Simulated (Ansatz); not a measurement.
Be₁₂Mo, in the lowest among the structures calculated here: I4/mmm (No. 139), tI26; a = 7.182 Å, b = 7.182 Å, c = 4.182 Å, α = 90.00°, β = 90.00°, γ = 90.00°; Be 8f (0.250, 0.250, 0.250); Be 8i (0.000, 0.350, 0.000); Be 8j (0.000, 0.211, 0.500); Mo 2a (0.000, 0.000, 0.000). Computed with PBEsol (plane waves to 420 eV, PAW, scalar-relativistic; Ansatz, a program for electronic structure). Element references, the lowest calculated here: Mo (Im-3m), Be (P6₃/mmc).

Total energies (eV/atom, σ → 0; comparable only within this code, potentials and settings):

```tsv
phase	E (eV/atom)
Be12Mo (I4/mmm)	-460.250
Mo (Im-3m)	-4897.468
Be (P6₃/mmc)	-90.351
```

**Question.** What is the formation energy of this I4/mmm form of Be12Mo from the elements?

**Answer.** E_f = -460.250 − [12 × (-90.351) + 1 × (-4897.468)] / 13 = -0.12 eV/atom (-1.6 eV per formula unit).

Static energies, no anion corrections, no zero-point energy. Values are rounded to 0.01 eV/atom. The compounds carry no spin polarisation.
